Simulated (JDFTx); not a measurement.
An input for a modified build of JDFTx (C4H7O2S (SMILES O=S1(=O)C[CH]CC1), charge 0, multiplicity 2, linear PCM (GLSSA13), carbon disulfide, no salt; bohr, hartree) and the course of its log:

```
lattice \
  23.1491450267 0.0000000000 0.0000000000 \
  0.0000000000 22.2042819644 0.0000000000 \
  0.0000000000 0.0000000000 20.3145558397
coords-type Cartesian
ion O -2.5179497096 3.5286025658 -2.0025727783 0
ion S -1.7679342935 2.0683898048 0.1650085328 0
ion O -2.7189887544 2.8416598958 2.5897433651 0
ion C -2.3650419915 -1.4349995490 -0.3813245540 0
ion C 0.0330252646 -2.4498031336 0.3919819084 0
ion C 2.2052453258 -0.9074515844 -0.5230589257 0
ion C 1.7082519181 1.8138712567 0.3186728045 0
ion H -4.0006751841 -2.0502321447 0.6828548865 0
ion H -2.7219878770 -1.4539259299 -2.4069925631 0
ion H 0.2106525473 -3.5286025658 2.1062358765 0
ion H 2.2767963783 -0.9502816805 -2.5897433651 0
ion H 4.0006751841 -1.5981089322 0.2112558001 0
ion H 2.2251489312 2.1456699798 2.2752436951 0
ion H 2.5097833391 3.2434006828 -0.9105358833 0
ion-species pseudo/o_pbe_v1.2.upf
ion-species pseudo/s_pbe_v1.4.upf
ion-species pseudo/c_pbe_v1.2.upf
ion-species pseudo/h_pbe_v1.4.upf
core-overlap-check none
elec-cutoff 20 100
elec-ex-corr gga-PBE
symmetries none
elec-n-bands 21
spintype z-spin
elec-initial-magnetization 1 yes
electronic-scf nIterations 100 energyDiffThreshold 1e-08
fluid LinearPCM
pcm-variant GLSSA13
fluid-solvent CarbonDisulfide
fluid-minimize nIterations 400 knormThreshold 1e-11
wavefunction read s0.wfns 24
dump-name s5.$VAR
dump End State Ecomponents EigStats BandEigs Forces ElecDensity IonicPositions FluidDebug
```

```
[one cycle in 5 is shown, and the last three; fluid-solver lines are left out]
SCF: Cycle:  0   Etot: -59.986312038819293   dEtot: +9.350e+00   |Residual|: 9.516e-01   |deigs|: 7.173e-02
SCF: Cycle:  5   Etot: -69.309512637645824   dEtot: -1.344e-02   |Residual|: 1.420e-01   |deigs|: 9.463e-03
SCF: Cycle: 10   Etot: -69.333100845342244   dEtot: -1.014e-03   |Residual|: 4.879e-02   |deigs|: 2.871e-03
SCF: Cycle: 15   Etot: -67.473244230277828   dEtot: +1.861e+00   |Residual|: 4.329e-01   |deigs|: 2.440e-02
SCF: Cycle: 20   Etot: -69.034575888865334   dEtot: -9.232e-04   |Residual|: 1.974e-01   |deigs|: 2.322e-03
SCF: Cycle: 25   Etot: -69.124443332356321   dEtot: -7.881e-02   |Residual|: 6.959e-02   |deigs|: 2.049e-02
SCF: Cycle: 30   Etot: -69.335300139501570   dEtot: -2.205e-03   |Residual|: 2.673e-02   |deigs|: 4.213e-03
SCF: Cycle: 35   Etot: -67.375912133337607   dEtot: +1.650e+00   |Residual|: 4.114e-01   |deigs|: 6.964e-02
SCF: Cycle: 40   Etot: -69.062522079240665   dEtot: -2.511e-02   |Residual|: 1.827e-01   |deigs|: 4.385e-03
SCF: Cycle: 45   Etot: -69.331707252023577   dEtot: -4.811e-03   |Residual|: 5.712e-02   |deigs|: 2.103e-03
SCF: Cycle: 50   Etot: -63.613295849846821   dEtot: -4.657e-02   |Residual|: 7.444e-01   |deigs|: 1.536e-02
SCF: Cycle: 55   Etot: -68.907288959399310   dEtot: -2.178e-01   |Residual|: 2.121e-01   |deigs|: 1.552e-02
SCF: Cycle: 60   Etot: -69.333920403189680   dEtot: -3.109e-03   |Residual|: 1.983e-02   |deigs|: 1.172e-03
SCF: Cycle: 65   Etot: -63.535873770659308   dEtot: +5.467e+00   |Residual|: 8.519e-01   |deigs|: 6.523e-02
SCF: Cycle: 70   Etot: -66.834574491602453   dEtot: +9.929e-01   |Residual|: 4.618e-01   |deigs|: 2.885e-02
SCF: Cycle: 75   Etot: -69.315330816237832   dEtot: -7.428e-02   |Residual|: 1.053e-01   |deigs|: 1.188e-02
SCF: Cycle: 80   Etot: -69.335264460420248   dEtot: -3.870e-04   |Residual|: 3.044e-02   |deigs|: 1.537e-03
SCF: Cycle: 85   Etot: -65.974451053423309   dEtot: +2.035e+00   |Residual|: 6.113e-01   |deigs|: 5.409e-02
SCF: Cycle: 90   Etot: -68.900745798853791   dEtot: -2.125e-01   |Residual|: 2.219e-01   |deigs|: 1.319e-02
SCF: Cycle: 95   Etot: -69.332801779638842   dEtot: -4.290e-03   |Residual|: 5.805e-02   |deigs|: 4.007e-03
SCF: Cycle: 97   Etot: -69.334952531014835   dEtot: -6.603e-04   |Residual|: 3.263e-02   |deigs|: 2.311e-03
SCF: Cycle: 98   Etot: -66.466944795914813   dEtot: +2.868e+00   |Residual|: 5.988e-01   |deigs|: 3.031e-02
SCF: Cycle: 99   Etot: -67.450466532057931   dEtot: -9.835e-01   |Residual|: 4.071e-01   |deigs|: 1.068e-02
SCF: None of the convergence criteria satisfied after 100 iterations.
IonicMinimize: Iter:   0  Etot: -67.450466532057931  |grad|_K:  0.000e+00
IonicMinimize: Converged (|grad|_K<1.000000e-04).
```

This run gave no converged result. The electronic loop ended without meeting its threshold, so the last energy, chemical potential and forces aren't results.
